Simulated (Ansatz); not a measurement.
Relaxed-ion elastic tensor of VN (rock salt, Fm-3m) in GPa (Voigt order), the program Ansatz at the LDA level (PAW); density 6.53 g/cm³, 8.26 Å³ per atom.

|  | 1 | 2 | 3 | 4 | 5 | 6 |
|---|---|---|---|---|---|---|
| 1 | 743 | 178 | 178 | 0.0 | 0.0 | 0.0 |
| 2 | 178 | 743 | 178 | 0.0 | 0.0 | 0.0 |
| 3 | 178 | 178 | 743 | 0.0 | 0.0 | 0.0 |
| 4 | 0.0 | 0.0 | 0.0 | 137 | 0.0 | 0.0 |
| 5 | 0.0 | 0.0 | 0.0 | 0.0 | 137 | 0.0 |
| 6 | 0.0 | 0.0 | 0.0 | 0.0 | 0.0 | 137 |

Problem. Is the crystal mechanically stable?

Solution. Yes: the smallest eigenvalue of C is 137 GPa.

Problem. Work out the Voigt, Reuss and Hill averages.

Solution. K_V = 366, K_R = 366, K_H = 366; G_V = 195, G_R = 173, G_H = 184 GPa.

Problem. Give Young's modulus, Poisson's ratio, Pugh's ratio and the universal anisotropy index.

Solution. E = 9KG/(3K + G) = 473 GPa; ν = 0.28; K/G = 1.99 (ductile by the Pugh limit of 1.75); A_U = 5G_V/G_R + K_V/K_R − 6 = 0.65.

Problem. Estimate the sound speeds and the Debye temperature.

Solution. v_l = √((K + 4G/3)/ρ) = 9680 m/s, v_t = √(G/ρ) = 5310 m/s, mean 5920 m/s; Θ = (h/k)(3n/4πV)^(1/3) v_m = 872 K.

Problem. Give the Zener ratio and Young's modulus along [100], [110] and [111].

Solution. A = 2C44/(C11 − C12) = 0.49; 1/E = S11 − 2(S11 − S12 − S44/2)Γ with Γ = 0, 1/4, 1/3 gives 674, 414, 367 GPa.

Problem. Solve the Christoffel equation for the three sound speeds along [100], [110], [111].

Solution. Eigenvalues of C_ijkl n_j n_l equal ρv². In km/s, slowest first: [100] 4.59, 4.59, 10.66; [110] 4.59, 6.58, 9.57; [111] 5.99, 5.99, 9.17.

The cell was relaxed with LDA under the symmetry of its start; of distortions, only those at the zone centre were tested. No spin polarisation was allowed. As this level gives no gap, shear constants depend on the k-mesh and smearing (Fermi–Dirac, 0.1 eV here). On the denser mesh and wider smearing of the elastic run this cell carries a stress of 0.3 GPa.

Potentials: the later of the program's two PAW sets.
